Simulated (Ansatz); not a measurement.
A geometry of Al2O3 away from equilibrium: step 3 of the relaxation of a relaxed Al2O3 cell, doubled along one cell vector, shaken by Gaussian noise of σ = 0.08 Å a coordinate. The numbers are results of r2SCAN (plane waves to 500 eV, PAW, scalar-relativistic; Ansatz, a program for electronic structure), not measurements. Γ-centred k-mesh 9×5×9 on the run's cell (coarser than for final values), Fermi–Dirac smearing 0.05 eV.

```xyz
10
Lattice="1.4416 0.8206 7.0530 -2.8239 1.6835 14.0892 0.0332 -1.6596 7.0485" Properties=species:S:1:pos:R:3:forces:R:3 pbc="T T T" free_energy=-5588.290 pressure_GPa=-0.5
Al     0.0990     0.0029     8.4529    0.0365   -0.0081   -0.3153
Al    -1.2905     0.8823    15.4732    0.0515   -0.0975   -0.1939
Al     0.0344    -0.0508    12.7724    0.2181   -0.0831   -0.7475
Al    -1.3916     0.7654    19.8217   -0.0063    0.1059   -0.7998
O      0.0538    -0.0398    -0.0056   -0.0076    0.0259    0.3937
O     -1.3830     0.7336     7.0393   -0.0382    0.0512    0.3455
O      0.0343    -0.0495     5.0031   -0.0844    0.0107    0.6016
O     -1.3916     0.7701    12.0695   -0.1276   -0.0406    0.3724
O      0.1027    -0.0058    16.1376    0.0549   -0.0191    0.1354
O     -1.2780     0.8649    23.1663   -0.0970    0.0549    0.2075
```

Positions in Å, forces in eV/Å, free energy of the cell in eV (comparable only within this code, potentials and settings). Largest force: 0.81 eV/Å, on Al4 (atoms numbered as listed); the geometry lies 0.02 eV/atom above the end of its relaxation.

No spin polarisation in the result. No dispersion correction is included, so spacings between layers, chains or molecules are soft and tend to come out too large.

The end of the path is a generated cell of Al2O3: the first start was made by placing the elements on the sites of a structure type, and the end was not matched to a known phase here, so it may be hypothetical. Known forms of Al2O3 include space group No. 167.
